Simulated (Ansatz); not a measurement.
**TiCd, one cell by several methods**

```xyz
4
Lattice="2.9621 0.0000 0.0000 0.0000 2.9621 0.0000 0.0000 0.0000 8.9540" Properties=species:S:1:pos:R:3 pbc="T T T"
Ti    0.0000    1.4810    5.4440
Ti    1.4810    0.0000    3.5100
Cd    0.0000    1.4810    1.1640
Cd    1.4810    0.0000    7.7900
```

Atom numbers follow the list: Ti1, Ti2, Cd3, Cd4.

The geometry is COD entry 1525204, unchecked; take it as a test cell. The listed cell was then made from it by scaling, straining or moving an atom.

All numbers are computed: DFT, PBEsol, PAW with Ansatz's default frozen-core files, scalar-relativistic (Ansatz 0.2.0); DFT, PBEsol, all-electron PAW with datasets made for the crystal, scalar-relativistic (Ansatz 0.2.0); DFT, PBEsol, all-electron LAPW, scalar-relativistic (Ansatz 0.2.0).

For PAW: a Γ-centred 11×11×4 k mesh, Fermi–Dirac smearing of 0.08 eV, cutoff 420 eV, no spin polarisation; the PAW files were made with PBE, and the program remakes their frozen cores for this functional. The crystal-made all-electron datasets (AE datasets) take a cutoff of 260 eV at this cell. LAPW targets a basis error of 1 meV/atom. The Ansatz runs share mesh, smearing and spin set-up. Plane-wave (PAW) pressures include the program's estimate of the Pulay term.

Stress and pressure are positive in compression.

The change that made this cell: equal xx and yy strain of +2 %.

```
              quantity    PAW  AE datasets   LAPW
        pressure (GPa)  -6.32        -6.33  -6.33
       stress xx (GPa)  -6.80        -6.82  -6.82
       stress zz (GPa)  -5.34        -5.35  -5.35
force on Ti1, z (eV/Å)  0.022        0.023  0.023
force on Cd3, z (eV/Å)  0.227        0.227  0.227
```

PAW's pressure differs from the LAPW value by about 0.01 GPa or less. Datasets made for the crystal and LAPW share parts of one code, so their agreement isn't an independent check.
